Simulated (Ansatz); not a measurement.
The calculation used Ansatz 0.2.0, DFT PBE, scalar-relativistic, plane waves, PAW. The final run on the 12-atom cell used 420 eV, a Γ-centred 8×8×8 mesh, 0.02 eV smearing and no spin polarisation.

Formation energies are uncorrected and count from the elements' standard states at the same level.

**Question.** Give a relaxed trial structure of an orthorhombic narrow-gap semiconductor that holds N and 2 more elements, with a gap near 0.4 eV, a formation energy near −1.45 eV/atom and a density near 5.49 g/cm³, in a cell of 12 atoms. Its symmetry should be Cmmm (No. 65).

**Answer.** Y₅AlN₆, space group Cmmm (No. 65). Y on a site of symmetry m2m has 5 N at 2.30–2.43 Å, 1 N at 2.70 Å, 10 Y at 3.34–3.51 Å and 2 Al at 3.34 Å; Y on a second site of symmetry m2m is surrounded by 6 N at 2.32–2.44 Å, 2 Al at 3.35 Å and 10 Y at 3.35–3.50 Å; Al has 2 N at 2.14 Å, 4 N at 2.42 Å and 12 Y at 3.34–3.43 Å; N on a site of symmetry m2m is surrounded by 6 Y at 2.39–2.44 Å; 4 more sites not described.

```xyz
12
Lattice="2.4250 -7.1440 0.0000 2.4250 7.1440 0.0000 0.0000 0.0000 4.8468" Properties=species:S:1:pos:R:3 pbc="T T T"
Y     2.4250   -2.3023    0.0000
Y     2.4250   -4.8262    2.4234
Y     2.4250    2.3023    0.0000
Y     2.4250    0.0000    2.4234
Y     2.4250    4.8262    2.4234
Al    0.0000    0.0000    0.0000
N     2.4250   -2.3903    2.4234
N     2.4250    2.3903    2.4234
N     2.4250    0.0000    0.0000
N     0.0000    0.0000    2.4234
N     2.4250    5.0059    0.0000
N     2.4250   -5.0059    0.0000
```

The volume per atom is 13.99 Å³, the density is 5.49 g/cm³ and the formation energy is −1.447 eV/atom. The gap on the 8×8×8 mesh of the 12-atom cell is 0.40 eV.

The cell was found from a structure generator's guess, not taken from experiment. Other answers may fit too; this one was computed.

Kohn–Sham gaps at this level usually fall short of measured ones. Small gaps are read on the mesh alone, and bands can cross between its points. Symmetry constrained the relaxation, so the result can be a saddle point. Another cell of Y5AlN6 relaxed alike, in P4/mmm, lies 18 meV/atom lower, so this cell isn't the stable form at this level.
